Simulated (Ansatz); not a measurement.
## Si2W: what each run costs

Cell: 3 atoms, space group I4/mmm, a = 4.548 Å, b = 4.548 Å, c = 4.548 Å, α = 138.64°, β = 138.64°, γ = 59.92°.

All runs are DFT with Ansatz 0.2.0 on 1 thread of Arm Neoverse V2 (aarch64; 28 cores open to the job, memory cap 3.0 GiB, no GPU), a shared host.

Question: Rank the runs by wall time, shortest first.
A. single point, PBE, 420 eV, 13×13×13 k-points, smearing 0.05 eV
B. single point at relaxed positions, r2SCAN, 500 eV, 14×14×14 k-points, smearing 0.05 eV
C. single point at relaxed positions, PBE with spin–orbit coupling, 420 eV, 14×14×14 k-points, smearing 0.05 eV
D. relaxation of the ions, PBE, 420 eV, 14×14×14 k-points, smearing 0.05 eV

Answer: A (8 s, 0.44 GiB), D (18 s, 0.48 GiB), B (31 s, 0.66 GiB), C (60 s, 0.86 GiB).
